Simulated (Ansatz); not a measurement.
TiO₂:
```yaml
crystal:
  lattice:
    - [5.55318, 0.00000, 0.00000]
    - [-2.77659, 4.80920, 0.00000]
    - [0.00000, 0.00000, 6.04977]
  atoms:
    - { symbol: Ti, position: [0.53485, 0.53485, 0.00000] }
    - { symbol: Ti, position: [0.46515, 0.00000, 0.33333] }
    - { symbol: Ti, position: [0.00000, 0.46515, 0.66667] }
    - { symbol: O, position: [0.41852, 0.27344, 0.21506] }
    - { symbol: O, position: [0.72656, 0.14508, 0.54840] }
    - { symbol: O, position: [0.85492, 0.58148, 0.88173] }
    - { symbol: O, position: [0.27344, 0.41852, 0.78494] }
    - { symbol: O, position: [0.14508, 0.72656, 0.45160] }
    - { symbol: O, position: [0.58148, 0.85492, 0.11827] }
```

x, y and z are the axes in which the lattice vectors are written.

Give the high-frequency dielectric tensor and the Born effective charge tensors of the independent atoms from DFPT, plane-wave PAW r²SCAN (Ansatz code).


ε∞:
```
3.49  0.00  0.00
0.00  3.49  0.00
0.00  0.00  3.61
```
Z* of atom 1 (Ti), rows: field, columns: displacement, in e:
```
 5.17  -0.63   0.77
-0.63   4.44  -0.45
-0.71   0.41   5.05
```
Z* of atom 4 (O), rows: field, columns: displacement, in e:
```
-1.42   1.43  -1.06
 1.20  -3.39   2.03
-0.85   2.21  -2.53
```

Static charges for comparison (Bader): Ti1 +2.30, O4 -1.15 e. Born charges measure polarisation by displacement and can exceed these by far.

Space group P3_121. The workflow started from a Materials Project entry (that database holds measured and hypothetical structures alike); the Crystallography Open Database files this formula in space group No. 152, but the cells were not matched. It is not the phase usual at ambient conditions (space group No. 61, 136, 141). Symmetry was held in the r²SCAN relaxation. At this level the phase is dynamically unstable (imaginary phonons). No spin polarisation was allowed.

Potentials: the earlier of the program's two PAW sets.
